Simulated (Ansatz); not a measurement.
AlN:
```
CELL_PARAMETERS angstrom
      0.00000     2.01302     2.01302
      2.01302     0.00000     2.01302
      2.01302     2.01302     0.00000
ATOMIC_POSITIONS crystal
  Al 0.50000 0.50000 0.50000
  N  0.00000 0.00000 0.00000
```

Relaxed with r²SCAN+D4. Special points in fractions of this cell's reciprocal vectors: Γ (0.000, 0.000, 0.000); X (0.500, 0.000, 0.500); U (0.625, 0.250, 0.625); K (0.375, 0.375, 0.750); L (0.500, 0.500, 0.500); W (0.500, 0.250, 0.750).

Problem. List the band energies nearest the valence-band maximum at these points for r²SCAN+D4 (plane waves, PAW; program Ansatz).

Solution. In eV from the valence-band maximum; about four levels below and three above (degenerate sets whole), none deeper than 8.9 eV; … stands for higher levels left out; points with the same levels are listed once.

| k | below | above |
|---|---|---|
| Γ | 0.00 0.00 0.00 | 6.66 … |
| X | -7.62 -2.93 -2.93 | 5.61 5.99 15.54 |
| U | -6.73 -5.59 -2.41 | 6.79 10.25 14.10 |
| L | -8.52 -1.17 -1.17 | 7.00 12.04 12.04 |
| W | -5.89 -5.89 -3.98 | 9.19 11.75 11.75 |

Space group Fm-3m (rock salt). This is a known high-pressure phase of the composition, computed here at zero pressure and temperature. Symmetry was held in the r²SCAN+D4 relaxation; its stability against distortions is not shown here. The volume moved by -38 % from the start of the relaxation.

Potentials: the later of the program's two PAW sets.
